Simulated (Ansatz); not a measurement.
TiSi2 in space group Fddd (No. 70; Si on 16f, Ti on 8a) at seven volumes, r²SCAN (plane waves, PAW; program Ansatz), shape and atoms relaxed at each. One row is withheld.

```json
[
 {"V (Å³/atom)": "12.703", "P (GPa)": "17.04"},
 {"V (Å³/atom)": "13.122", "P (GPa)": "10.41"},
 {"V (Å³/atom)": "13.541", "P (GPa)": "4.77"},
 {"V (Å³/atom)": "13.959", "P (GPa)": "-0.01"},
 {"V (Å³/atom)": "14.378", "P (GPa)": "?"},
 {"V (Å³/atom)": "14.797", "P (GPa)": "-7.52"},
 {"V (Å³/atom)": "15.216", "P (GPa)": "-10.44"}
]
```

Problem. Fit the shown pressures and predict the withheld one.

Solution. P = (3/2)B₀(x^(7/2) − x^(5/2))[1 + (3/4)(B′ − 4)(x − 1)] with x = (V₀/V)^(2/3). Least squares on the six rows gives V₀ = 13.959 Å³/atom, B₀ = 147 GPa, B′ = 4.44. At V = 14.378, x = 0.9805 and P = -4.07 GPa. The run itself gave -4.08 GPa.

The r²SCAN relaxation kept the symmetry of its start; of distortions, only those at the zone centre were tested. The run is not spin-polarised.

Potentials: the later of the program's two PAW sets.
